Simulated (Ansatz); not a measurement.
Given:

PtC:
```
CELL_PARAMETERS angstrom
      0.00000     2.22365     2.22365
      2.22365     0.00000     2.22365
      2.22365     2.22365     0.00000
ATOMIC_POSITIONS crystal
  Pt 0.00000 0.00000 0.00000
  C  0.50000 0.50000 0.50000
```

This is the r²SCAN-relaxed structure.

Problem. All from plane-wave PAW r²SCAN (Ansatz code), unless another level is named. Estimate the Debye temperature from the elastic constants.

Solution. 230 K.

Problem. Next, the elastic constants (relaxed ions, GPa)?

Solution. C11 = 297, C12 = 267, C44 = 62.0.

Space group Fm-3m (rock salt). The start of the workflow was typed in or built on a structure type; neither database checked (COD, Materials Project) lists it. Its standing as an ambient phase is unchecked. The r²SCAN relaxation kept the symmetry of its start; whether a distortion lowers the energy is not shown. The run is not spin-polarised. Its formation energy is positive at this level, so the cell may be metastable or incomplete. As this level gives no gap, shear constants depend on the k-mesh and smearing (Fermi–Dirac, 0.1 eV here). Scalar-relativistic: spin–orbit coupling is off unless named, which matters more the heavier the elements.

Potentials: the earlier of the program's two PAW sets.
